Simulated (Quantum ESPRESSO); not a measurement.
## Different elements on one site among Au In Pd Re

These are calculations, not measurements. They come from Quantum ESPRESSO 7.5, a public plane-wave density functional program. Each row is one single-point run on a made-up periodic cell of eight metal atoms, with elements, volume, strain and displacements drawn at random and not relaxed, so a cell may be unstable or far from any real phase. There is no spin polarisation or spin-orbit coupling.

Settings: PBE unless stated; PseudoDojo standard norm-conserving files; Fermi-Dirac width 0.25 eV, which means electrons at about 2900 K; cutoff 1116 eV; 8 x 5 x 3 k mesh shifted half a step off Gamma. E is the free energy of the whole cell (internal energy minus TS), so a -TS column is already part of it. Stress is positive in tension, and the pressure P is minus a third of its trace.

Checks: one run of this series was repeated at a higher cutoff and on a denser mesh, which moved values by no more than 0.003 eV, 0.09 GPa and 0.007 eV/Å, and a second program with other atomic files agreed on it to 2 % rms in force and 0.5 GPa in pressure. Known limits: the tin pseudopotential is less sure than most, with forces differing by about three percent from a second method on plain tin; heavy elements are run without spin-orbit coupling, which real alloys of them have; a spin test at this wide smearing found no moment, but such smearing suppresses magnetism that the real alloy may have.

The lattice is hexagonal close-packed, and the cell vectors in Å are (-2.889, -0.001, -0.013); (0.002, 4.994, 0.018); (1.402, -2.530, -9.189), a volume of 132.55 Å³. The elements on sites 1 to 8 are In Pd Au Pd Pd Re X In. The runs change X and keep the cell and the displaced positions. The column v is a rough volume for each atom of the pure element, close to PBE values, from general knowledge and not from these runs. Energies are left out, as each element's file has its own zero.

| run | X | v (Å³) | -TS (eV) | force on X (eV/Å) | rms force (eV/Å) | P (GPa) |
|---|---|---|---|---|---|---|
| 1 | Sn | 27.9 | -0.922 | 1.551 | 0.527 | 12.16 |
| 2 | Ga | 19.0 | -0.961 | 1.013 | 0.503 | 3.85 |
| 3 | Zr | 23.4 | ? | ? | ? | ? |
| 4 | Mo | 15.8 | -1.203 | 1.846 | 0.701 | 2.49 |
| 5 | Ta | 18.3 | -1.086 | 2.243 | 0.728 | 5.85 |

## Worked fit

A straight line through the runs shown gives P = -9.8 + 0.785 v GPa with v in Å³, an error of 0.140 on the slope and a scatter of 1.28 GPa. At this fixed volume the pressure tends to rise with the size of X.

## Withheld run

Question: what pressure should run 3, with Zr, give?

The fit gives 8.57 ± 1.49 GPa. The calculation gave 10.68 GPa.
